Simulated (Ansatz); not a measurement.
The elements of this relaxed trial crystal are hidden behind letters.

```
lattice vectors (Å)
   2.0366    1.1758   10.9063
  -2.0366    1.1758   10.9063
   0.0000   -2.3516   10.9063
fractional positions
X 0.0000 0.0000 0.0000
X 0.1159 0.1159 0.1159
X 0.8841 0.8841 0.8841
Z 0.6065 0.6065 0.6065
Z 0.3935 0.3935 0.3935
```

Level of theory: Ansatz 0.2.0, DFT PBE, scalar-relativistic, plane waves, PAW. Settings of the last relaxation (5-atom cell): 420 eV, 12×12×12 k points, Gaussian smearing of 0.10 eV, no spin polarisation.

```
Space group                                 : R-3m (No. 166)
Conventional cell                           : a = 4.073 Å, c = 32.719 Å
Volume per atom                             : 31.34 Å³
Density                                     : 5.45 g/cm³
Energy over the elements                    : −0.55 eV/atom
Gap on the 12×12×12 mesh of the 5-atom cell : 0 eV (a metal)
```

Energies are uncorrected and count from the elements' standard states at the same level.

Question: X is an s-block element of period 4 and Z is a d-block element of period 6. Which elements are they?

Answer: X = Ca, Z = Au, so the formula is Ca3Au2. Density times volume gives a mean mass of 5.45 × 31.34/1.6605 = 102.9 u per atom, and this set has 102.8 u. Among the elements that the hints allow, only these give it. Around Ca on a site of symmetry -3m lie 6 Au at 3.07 Å and 2 Ca at 3.79 Å; Ca on a site of symmetry 3m has 3 Au at 2.97 Å and 1 Ca at 3.79 Å; around Au lie 6 Ca at 2.97–3.07 Å.

Spin–orbit coupling, which can matter for Au, is left out. Symmetry constrained the relaxation, so the result can be a saddle point.
